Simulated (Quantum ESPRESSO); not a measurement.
Band energies of WO₃ at -2 % biaxial strain

```
WO3
1.0
    3.71907     0.00000     0.00000
    0.00000     3.71907     0.00000
    0.00000     0.00000     3.80595
O W
3 1
Direct
  0.00000   0.00000   0.50000
  0.50000   0.00000   0.00000
  0.00000   0.50000   0.00000
  0.00000   0.00000   0.00000
```

PBEsol (Quantum ESPRESSO, PseudoDojo norm-conserving, 84 Ry, no spin-orbit coupling); path ΓXMΓZRAZ,XR,MA; energies in eV from the valence-band maximum.

| k (1/Å) | point | band 12 | band 13 | band 14 | band 15 | band 16 | band 17 | band 18 | band 19 |
|---|---|---|---|---|---|---|---|---|---|
| 0.00 | Γ | -1.28 | -1.28 | -1.10 | -1.03 | -1.03 | 0.61 | 0.63 | 0.63 |
| 0.72 |  | -2.59 | -2.59 | -1.54 | -1.17 | -1.01 | 0.70 | 4.30 | 4.33 |
| 0.84 | X | -2.62 | -2.60 | -1.56 | -1.17 | -1.01 | 0.70 | 4.46 | 4.49 |
| 1.37 |  | -3.55 | -2.08 | -1.92 | -1.72 | -0.44 | 3.50 | 4.51 | 5.36 |
| 1.69 | M | -3.90 | -2.15 | -1.87 | -1.87 | -0.10 | 4.52 | 4.52 | 6.01 |
| 2.02 |  | -3.64 | -2.09 | -1.82 | -1.81 | -0.41 | 3.90 | 3.99 | 5.20 |
| 2.67 |  | -1.83 | -1.40 | -1.35 | -1.21 | -1.17 | 1.07 | 1.16 | 1.42 |
| 2.88 | Γ | -1.28 | -1.28 | -1.10 | -1.03 | -1.03 | 0.61 | 0.63 | 0.63 |
| 3.40 |  | -2.55 | -2.50 | -1.61 | -1.21 | -1.21 | 0.64 | 3.25 | 3.25 |
| 3.71 | Z | -2.75 | -2.73 | -1.69 | -1.21 | -1.21 | 0.66 | 4.16 | 4.16 |
| 4.03 |  | -3.06 | -2.27 | -1.90 | -1.77 | -0.95 | 2.12 | 4.17 | 4.50 |
| 4.55 | R | -3.42 | -2.20 | -2.19 | -2.15 | -0.01 | 4.19 | 4.48 | 5.80 |
| 4.66 |  | -3.64 | -2.44 | -2.01 | -1.92 | -0.01 | 4.22 | 4.51 | 5.80 |
| 5.29 |  | -5.65 | -5.60 | -0.13 | -0.03 | 0.00 | 5.74 | 5.83 | 5.94 |
| 5.40 | A | -5.65 | -5.65 | -0.09 | 0.00 | 0.00 | 5.83 | 5.83 | 6.03 |
| 6.00 |  | -4.87 | -4.32 | -0.98 | -0.80 | -0.49 | 3.77 | 4.70 | 4.89 |
| 6.59 | Z | -2.75 | -2.73 | -1.69 | -1.21 | -1.21 | 0.66 | 4.16 | 4.16 |
| 6.59 | X | -2.62 | -2.60 | -1.56 | -1.17 | -1.01 | 0.70 | 4.46 | 4.49 |
| 7.11 |  | -3.12 | -2.23 | -2.11 | -2.01 | -0.36 | 3.28 | 4.47 | 5.26 |
| 7.42 | R | -3.42 | -2.20 | -2.19 | -2.15 | -0.01 | 4.19 | 4.48 | 5.80 |
| 7.42 | M | -3.90 | -2.15 | -1.87 | -1.87 | -0.10 | 4.52 | 4.52 | 6.01 |
| 7.60 |  | -4.25 | -2.84 | -1.48 | -1.48 | -0.10 | 4.61 | 4.61 | 6.01 |
| 8.24 | A | -5.65 | -5.65 | -0.09 | 0.00 | 0.00 | 5.83 | 5.83 | 6.03 |

The PBEsol gap is indirect, 0.61 eV, from A to Γ; the smallest direct gap is 1.64 eV. Another valence extremum on the path lies within 0.02 eV, too close to call.

Without spin-orbit coupling, band edges of such heavy elements can be off by tenths of an eV.

Geometry strained from the cell relaxed with PBEsol, atoms relaxed again.

The structure is a Materials Project entry; no match was found in the copy of COD used, and its stability was not checked.
